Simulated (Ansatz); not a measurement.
Consider the following.

MnN:
```yaml
crystal:
  lattice:
    - [0.00000, 2.08378, 2.08378]
    - [2.08378, 0.00000, 2.08378]
    - [2.08378, 2.08378, 0.00000]
  atoms:
    - { symbol: Mn, position: [0.00000, 0.00000, 0.00000] }
    - { symbol: N, position: [0.75000, 0.75000, 0.75000] }
```

This is the LDA-relaxed structure.

Question: All from DFT-LDA in the program Ansatz with PAW potentials, unless another level is named. Predict the bulk modulus (Birch–Murnaghan fit).

Answer: 316 GPa.

Question: And the highest zone-centre frequency?

Answer: 529 cm⁻¹.

Question: Give the elastic constants (relaxed ions, GPa).

Answer: C11 = 368, C12 = 290, C44 = -1.2.

Space group F-43m (zinc blende). The first step of the workflow began from a Materials Project structure, measured or hypothetical; the Crystallography Open Database copy checked does not list it. Whether it is the stable phase at ambient conditions was not checked. Symmetry was held in the LDA relaxation; its stability against distortions is not shown here. No spin polarisation was allowed. As this level gives no gap, shear constants depend on the k-mesh and smearing (Fermi–Dirac, 0.1 eV here). As this level gives no gap, phonon frequencies hold no LO–TO term and depend on the k-mesh and smearing (Fermi–Dirac, 0.1 eV here). On the denser mesh and wider smearing of the elastic run this cell carries a stress of 0.5 GPa.

Potentials: the later of the program's two PAW sets.
